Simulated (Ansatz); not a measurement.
# Structure search: one TeO candidate

The calculation used Ansatz 0.2.0, DFT PBE, scalar-relativistic, plane waves, PAW. Cutoff 420 eV, Gaussian smearing, Γ-centred meshes. Cell and atoms relax first on a coarse mesh and then on a finer one. In between, the cell is made exact in the group found at 0.06 Å. In metals the finer mesh still leaves noise of several meV/atom or more. The steps can't lower the symmetry of their start. No spin polarisation.

A trial structure of TeO was built thus: random cell by space group and Wyckoff sites (P6mm, No. 183). The dimensions are guesses.

```cif
data_structure
_symmetry_space_group_name_H-M 'P 1'
_symmetry_Int_Tables_number 1
_cell_length_a 3.3769
_cell_length_b 3.3769
_cell_length_c 4.5407
_cell_angle_alpha 90.000
_cell_angle_beta 90.000
_cell_angle_gamma 120.000
_cell_volume 44.84
loop_
_atom_site_label
_atom_site_type_symbol
_atom_site_fract_x
_atom_site_fract_y
_atom_site_fract_z
_atom_site_occupancy
Te1 Te 0.00000 0.00000 0.28364 1
O1 O 0.00000 0.00000 0.81627 1
```

Formation energies are uncorrected and refer to the elements' standard structures at the same level (O₂ as a molecule).

Task: What does it relax into?

Result: The symmetry stays P6mm (No. 183). The volume per atom shrinks by 7.5 %, from 22.4 to 20.7 Å³. The shortest distance goes from 2.12 Å (Te–O) to 1.91 Å (Te–O). The energy falls by about 0.28 eV/atom (the start's value is from the coarse mesh). Conventional cell: a = 3.383 Å, c = 4.186 Å. Around Te lie 1 O at 1.91 Å and 1 O at 2.28 Å; around O lie 1 Te at 1.91 Å and 1 Te at 2.28 Å.

```cif
data_structure
_symmetry_space_group_name_H-M 'P6mm'
_symmetry_Int_Tables_number 183
_cell_length_a 3.3825
_cell_length_b 3.3825
_cell_length_c 4.1864
_cell_angle_alpha 90.000
_cell_angle_beta 90.000
_cell_angle_gamma 120.000
_cell_volume 41.48
loop_
_atom_site_label
_atom_site_type_symbol
_atom_site_symmetry_multiplicity
_atom_site_Wyckoff_symbol
_atom_site_fract_x
_atom_site_fract_y
_atom_site_fract_z
_atom_site_occupancy
Te1 Te 1 a 0.00000 0.00000 0.27806 1
O1 O 1 a 0.00000 0.00000 0.82185 1
```

Task: How does it come out in energy, and is it a metal?

Result: The energy over the elements is −0.29 eV/atom. The gap on the 18×18×14 mesh of the 2-atom cell is 0 eV (a metal).

The last run used Gaussian smearing of 0.10 eV. Spin–orbit coupling, which can matter for Te, is left out. The reference form of Te is held partly by dispersion forces, which this level lacks. Symmetry constrained the relaxation, so the result can be a saddle point. Another cell of TeO relaxed alike, in Pmma, lies 58 meV/atom lower, so this cell isn't the stable form at this level.
